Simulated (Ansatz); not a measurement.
**Si (P6/mmm), work and stress of cleavage**

All numbers below come from DFT LDA, scalar-relativistic, plane waves, PAW in Ansatz. Settings: plane waves to 420 eV, k-mesh 26×26×6 (Γ-centred), Gaussian smearing 0.15 eV. No spin polarisation. Energies are free energies at this smearing, counted from the undisturbed cell; pressure is positive in compression.

Zero of the scan (relaxed at this level; this form isn't the usual structure):

```
Si
1.0
    -2.60849    0.00000    0.00000
    -1.30425   -2.25902    0.00000
     0.00000    0.00000    9.88304
Si
4
Cartesian
  0.0000 0.0000 8.6477
  0.0000 0.0000 1.2354
  0.0000 0.0000 3.7061
  0.0000 0.0000 6.1769
```

The cut lies on the cell's a–b face, a (0 0 1) plane (indices in the standard cell, whose axes needn't be the Cartesian ones shown) of area 5.89 Å², between layers 2.47 Å apart. Vector c is lengthened by d along the normal with the atoms' Cartesian places fixed: one unrelaxed cut a cell. The traction is positive where the two halves pull on each other.

```csv
d (Å),energy (J/m²),traction (GPa)
-0.30,0.80,-70.2
-0.15,0.13,-23.1
0.00,0.00,2.3
0.25,0.30,17.8
0.50,0.78,19.1
0.75,1.22,16.1
1.00,1.57,12.2
1.50,2.04,6.8
2.00,2.29,3.5
3.00,2.47,0.8
6.00,2.52,0.0
```

Question: What are the work of separation and the cleavage stress, and do they fit the universal binding curve?

Answer: The energy levels off near W ≈ 2.52 J/m² (the traction is down to 0.0 GPa), the energy of the two unrelaxed faces, 1.26 J/m² each on average. The largest sampled traction is 19.1 GPa at d = 0.50 Å, and a parabola through it and its two neighbours peaks at σ_max ≈ 19.2 GPa, d ≈ 0.45 Å. The curve E = W[1 − (1 + d/ℓ)exp(−d/ℓ)] peaks in traction at d = ℓ with σ_max = W/(eℓ); with 1 J/m² per Å = 10 GPa this W and σ_max give ℓ = 0.48 Å. A parabola through that curve at the same three d peaks at 0.53 Å, against 0.45 Å here, a fair fit. Real crystals break at far lower stress, because cracks concentrate it, and on the plane of lowest W, which needn't be this one.

The cut is rigid; relaxing the faces lowers these energies and usually the stresses.

In a metal these slopes depend on the k mesh and the smearing.

Cost: 11 runs of about 4.3 core-minutes in all, on Intel Xeon Platinum 8259CL (Skylake/Cascade Lake) (shared hosts).